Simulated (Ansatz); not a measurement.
## Debugging a calculation of Al3Pd

Someone meant to compute Al3Pd with PBE, plane waves and PAW in Ansatz and wrote this input.

```yaml
crystal:
  lattice:
    - [3.94691, 0.0, 0.0]
    - [0.0, 3.94691, 0.0]
    - [0.0, 0.0, 3.94691]
  atoms:
    - { symbol: Al, position: [0.0, 0.5, 0.5], spin: 2.0 }
    - { symbol: Al, position: [0.5, 0.0, 0.5] }
    - { symbol: Al, position: [0.5, 0.5, 0.0] }
    - { symbol: Pd, position: [0.0, 0.0, 0.0] }
basis:
  ecutwfc: 420
kpoints:
  mp_grid: { grid: [10, 10, 10] }
hamiltonian:
  xc: pbe
scf:
  occupations: { method: gaussian, width: 0.1 }
output:
  forces: true
  stress: true
  eigenvalues: true
  populations: true
magnetization:
  spin_polarized: false
```

The program printed:

```text
Error: inconsistent input (magnetization.spin_polarized): false but per-atom `spin:`, `per_species`, `initial_magnetization`, `magnetic_field`, or `spin_locking` is set
```

Problem. What is the cause?
A. A Hubbard U on a shell that the atom lacks
B. Starting moments without spin polarisation
C. A Hubbard U on a species that isn't in the cell
D. An atom left out of the cell, with fixed occupations
E. A functional's name that the program doesn't know

Solution. B. Moments need two spin channels. The cure is the moments removed, as this run is meant to be without spin (a magnetic crystal would need spin polarisation switched on instead).

Mended input, as a difference:

```diff
 crystal:
   atoms:
-    - { symbol: Al, position: [0.0, 0.5, 0.5], spin: 2.0 }
+    - { symbol: Al, position: [0.0, 0.5, 0.5] }
-magnetization:
-  spin_polarized: false
```

Result of the mended run: a pressure of 1.21 GPa, no gap.